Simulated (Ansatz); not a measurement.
PtSe$_{2}$:
```xyz
3
Lattice="3.7483 0.0000 0.0000 -1.8741 3.2461 0.0000 0.0000 0.0000 32.0000" Properties=species:S:1:pos:R:3 pbc="T T F"
Se     1.8741     1.0820    17.3080
Pt     0.0000     0.0000    16.0000
Se     0.0000     2.1641    14.6920
```
The layer is periodic in x and y and isolated along z.

Relaxed with PBE.

Q: All from DFT-PBE in the program Ansatz with PAW potentials, unless another level is named. Give the gap with spin–orbit coupling.

A: 1.21 eV.

Q: Give the band gap.

A: 1.38 eV (indirect).

Q: Give the hole effective mass with spin–orbit coupling, in the valley at Γ.

A: 3.1 mₑ.

Q: Predict the hole effective mass, in the valley on the K–Γ line, 55 % of the way from K.

A: 0.69 along x, 0.77 along y (mₑ).

Q: What about the electron affinity (Kohn–Sham)?

A: 4.35 eV.

Space group P-3m1 (1T). A layer that has been made, often on a substrate. The cell was relaxed with PBE under the symmetry of its start; whether a distortion lowers the energy is not shown. No spin polarisation was allowed. Spin–orbit coupling is left out wherever it is not named.

Potentials: the later of the program's two PAW sets.
